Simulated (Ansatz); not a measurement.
# Ansatz 0.2.0, settings compared: RbTl4Ag3

Launch command:

```bash
ansatz run input.yaml --threads 1 --pin off --max-ram 2560MiB --backend cpu --events-out ev --progress --plain --runs-dir out
```

Input:

```yaml
crystal:
  lattice:
    - [4.530428, 0.0, 0.0]
    - [-2.265214, 3.923469, 0.0]
    - [-2.265214, 1.307823, 12.467312]
  atoms:
    - { symbol: Rb, position: [0.5, 0.5, 0.5] }
    - { symbol: Tl, position: [0.08647, 0.91353, 0.25941] }
    - { symbol: Tl, position: [0.91353, 0.08647, 0.74059] }
    - { symbol: Tl, position: [0.30242, 0.69758, 0.90726] }
    - { symbol: Tl, position: [0.69758, 0.30242, 0.09274] }
    - { symbol: Ag, position: [0.231, 0.769, 0.693] }
    - { symbol: Ag, position: [0.769, 0.231, 0.307] }
    - { symbol: Ag, position: [0.0, 0.0, 0.0] }
  symmetry: { tolerance: 0.0003 }
kpoints:
  mp_grid: { grid: [5, 5, 5], shift: [0, 0, 0] }
magnetization:
  spin_polarized: false
scf:
  occupations: { method: fermi_dirac, width: 0.0653 }
hamiltonian:
  pseudopotentials: { kind: paw }
  xc: pbe
basis:
  ecutwfc: 420
output:
  forces: true
  stress: true
  eigenvalues: true
  write_density: true
  write_potential: true
  elf: true
  volumetric_format: npy
```

Origin of the cell: a known structure type with other elements, at an estimated volume, so it need not be a known compound.

Output of this run (shortened):

```
SCF iter   1: F=—  HF=-71813.477004 eV  Δρ=1.94e-3  dr2=2.86e-2  defer=32
SCF iter   2: F=—  HF=-71813.478270 eV  Δρ=1.66e-3  dr2=5.44e-3  defer=77
SCF iter   3: F=—  HF=-71813.477986 eV  Δρ=1.31e-3  dr2=4.02e-3  defer=77
SCF iter   4: F=—  HF=-71813.477219 eV  Δρ=4.72e-4  dr2=6.94e-4  defer=77
SCF iter   5: F=—  HF=-71813.477089 eV  Δρ=1.23e-4  dr2=3.35e-5  defer=77
SCF iter   6: F=—  HF=-71813.477298 eV  Δρ=1.65e-5  dr2=7.82e-7  defer=77
SCF iter   7: F=—  HF=-71813.477298 eV  Δρ=7.87e-6  dr2=1.47e-7
SCF iter   8: F=-71813.477298 eV  HF=-71813.477298 eV  Δρ=2.53e-6  dr2=1.24e-8
SCF 1 converged in 8 iterations: F = -71813.477298 eV  dr2 = 1.24e-8
SCF converged after 8 iterations
Free energy (F): -71813.477298 eV
Harris-Foulkes:  -71813.477298 eV  (|F-HF|=7.19e-9)
Internal energy: -71813.426059 eV  (E = F + TS)
E sigma→0 (E₀):  -71813.451678 eV
Entropy (-TS):   -0.051239 eV (-6.405 meV/atom)
Fermi energy:    10.193120 eV
--- Per-component energies (eV) ---
  E_band       = -1152.468806
  E_kinetic    = 3124.802642
  E_local      = -16097.968712  (includes V_loc(G=0)·N_el)
  E_nonlocal   = 1680.014864
  E_hartree    = 6963.752358
  E_xc         = -1610.050024
  E_vxc        = -1413.626610  (∫ρ·V_xc dr)
  E_paw        = -54987.076162  (= ΣΔE_a)
  E_vpaw       = -2373.200732  (= ΣTr[D̂ρ^β])
  E_aug_tail   = 0.001066  (compensation charges beyond the density's cutoff)
  E_ewald      = -10886.902092
  E_smearing   = -0.051239  (= −TS)
  Σ components = -71813.477298   (vs F -71813.477298, Δ=0.00e0)
--- Forces (eV/Å), atoms counted from 1 ---
  atom   1  Rb     0.000000     0.000000     0.000000
  atom   2  Tl     0.000000    -0.000000    -0.407154
  atom   3  Tl     0.000000     0.000000     0.407154
  atom   4  Tl    -0.000000     0.000000     0.825448
  atom   5  Tl    -0.000000     0.000000    -0.825448
  atom   6  Ag    -0.000000    -0.000000    -1.284508
  atom   7  Ag    -0.000000     0.000000     1.284508
  atom   8  Ag    -0.000000     0.000000     0.000000
  max |Σ_I F_I| component: 4.63e-18 eV/Å
--- Stress (GPa, compression-positive) ---
        8.535050       0.000000       0.000000
        0.000000       8.535050       0.000000
       -0.000000       0.000000       6.113267
  P = ⅓ Tr σ = 7.7278 GPa (77.278 kbar)
```

The same input was run again with these changes:

1. `scf.initial_density.chi_scale` default → 0.3; `hamiltonian.hubbard` default → { sites: [{ species: Ag, l: d, u_eff: 4.0 }], double_counting: fll }
2. `scf.initial_density.chi_scale` default → 0.0; `hamiltonian.dispersion` default → d4; `scf.occupations.method` fermi_dirac → gaussian; `scf.occupations.width` 0.0653 → 0.3
3. `hamiltonian.hubbard` default → { sites: [{ species: Ag, l: d, u_eff: 6.0 }], double_counting: amf }; `scf.occupations.width` 0.0653 → 0.01; `hamiltonian.dispersion` default → d4

```tsv
run	end	SCF iterations	P (GPa)	max force component (eV/Å)	gap on mesh (eV)	moment (μB)	ΔE(σ→0) (meV/atom)
base	converged	8	7.73	1.285	none	–	0
1	converged	12	8.38	1.461	none	–	–
2	converged	9	5.91	1.236	–	–	–
3	converged	12	5.72	1.219	none	–	–
```

Energies are compared only where functional, datasets, charge and starting cell are the same.

Not properties of the system: run 2 (too coarse or loose: `scf.occupations.width` = 0.3).

Caveats of the base run: no spin-orbit coupling, though heavy elements are present; the k mesh is coarse if the cell is a metal.

Run 2: wide smearing.

The base run ran for 21 s on 1 thread of Arm Neoverse V2, with other jobs on the host, peak memory 0.56 GiB, from the program's own first density.
